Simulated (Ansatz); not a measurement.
CuAu (CuAu type, space group P4/mmm)

```yaml
crystal:
  lattice:
    - [2.88152, 0.00000, 0.00000]
    - [0.00000, 2.88152, 0.00000]
    - [0.00000, 0.00000, 7.22951]
  atoms:
    - { symbol: Cu, position: [0.50000, 0.50000, 0.25000] }
    - { symbol: Cu, position: [0.50000, 0.50000, 0.75000] }
    - { symbol: Au, position: [0.00000, 0.00000, 0.00000] }
    - { symbol: Au, position: [0.00000, 0.00000, 0.50000] }
```

A phonon eigenvector at Z = (0.0, 0.0, 0.5) is frozen into this cell: atom i moves by Q times the vector below, so Q is the largest atomic displacement, in Å. The cell is held. It is one choice among 2 degenerate patterns. (q is in reciprocal vectors of the primitive cell; the cell shown is doubled to hold the pattern.)

```json
[
 {"atom": "Cu1", "x": "0.000", "y": "-1.000", "z": "0.000"},
 {"atom": "Cu2", "x": "0.000", "y": "1.000", "z": "0.000"}
]
```

Atoms not listed stay in place.

Level of theory: PBE (plane waves to 420 eV, PAW, scalar-relativistic; Ansatz, a quantum-chemistry and plane-wave program). k mesh 16×16×7 (Γ-centred), Fermi-Dirac smearing 0.05 eV. Energies are smeared free energies. With partly filled bands, energies and forces of such displacements shift with the k mesh and the smearing. CuAu is run without spin polarisation. CuAu was relaxed with its symmetry unable to fall. Spin-orbit coupling is left out, though Au is heavy. ΔE is measured from the undisplaced structure. The last digit holds for this mesh only.

| Q (Å) | ΔE (meV/cell) |
|---|---|
| -0.180 | 113.4 |
| -0.150 | 78.9 |
| -0.120 | 50.6 |
| -0.090 | withheld |
| -0.060 | 12.7 |
| -0.030 | 3.2 |
| 0.000 | 0.0 |
| 0.030 | 3.2 |
| 0.060 | 12.7 |
| 0.090 | withheld |
| 0.120 | 50.6 |
| 0.150 | 78.9 |
| 0.180 | 113.4 |

Problem. Fit an even polynomial form (powers 2, 4) to the given rows and predict ΔE at Q = 0.090.

Solution. Least squares on the 11 given rows: ΔE = (3525)·Q² + (-772.0)·Q⁴, in meV/cell with Q in Å; root-mean-square residual 0.02 meV/cell. At 0.090 the fit gives 28.5 meV/cell; the calculation gives 28.5 meV/cell, the same to the digits shown. The quadratic term alone would give 28.6 meV/cell.

(A displaced cell: forces are minus the slopes of the energy, force constants its curvatures, and phonons follow from these.)
